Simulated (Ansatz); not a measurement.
CuAu: two-dimensional strain map

All numbers below come from DFT PBE, scalar-relativistic, plane waves, PAW (Ansatz). Cutoff 420 eV, Γ-centred 18×18×14 k-points, Gaussian smearing of 0.15 eV. Spin–orbit coupling is left out, which can shift energies with elements as heavy as these. No spin polarisation. Energies are free energies at this smearing, counted from the undisturbed cell; pressure is positive in compression.

The undisturbed cell (as given, not relaxed at this level; it stands at 6.8 GPa, and it needn't be the usual structure):

```yaml
crystal:
  lattice:
    - [2.80000, 0.00000, 0.00000]
    - [0.00000, 2.80000, 0.00000]
    - [0.00000, 0.00000, 3.67000]
  atoms:
    - { symbol: Cu, position: [0.50000, 0.50000, 0.50000] }
    - { symbol: Au, position: [0.00000, 0.00000, 0.00000] }
```

The cell is strained by p along both x and y and by q along z, fractional coordinates fixed. Points are written (p, q).

p was sampled at -0.030, -0.015, 0.000, 0.015, 0.030 and q at -0.030, -0.015, 0.000, 0.015, 0.030.

**Question.** Where on the computed points is the energy highest, and how high?

**Answer.** At (-0.030, -0.030): 126.0 meV/atom.

**Question.** Away from (0, 0), which computed point is lowest?

**Answer.** (0.030, -0.015): -13.4 meV/atom.

The map, in meV/atom:

```csv
p \ q,-0.030,-0.015,0.000,0.015,0.030
-0.030,126.0,96.0,71.4,52.0,37.2
-0.015,65.7,44.0,27.0,14.4,5.9
0.000,24.2,10.0,0.0,-6.2,-8.9
0.015,-1.0,-8.4,-12.2,-12.6,-10.0
0.030,-11.9,-13.4,-11.7,-6.9,0.5
```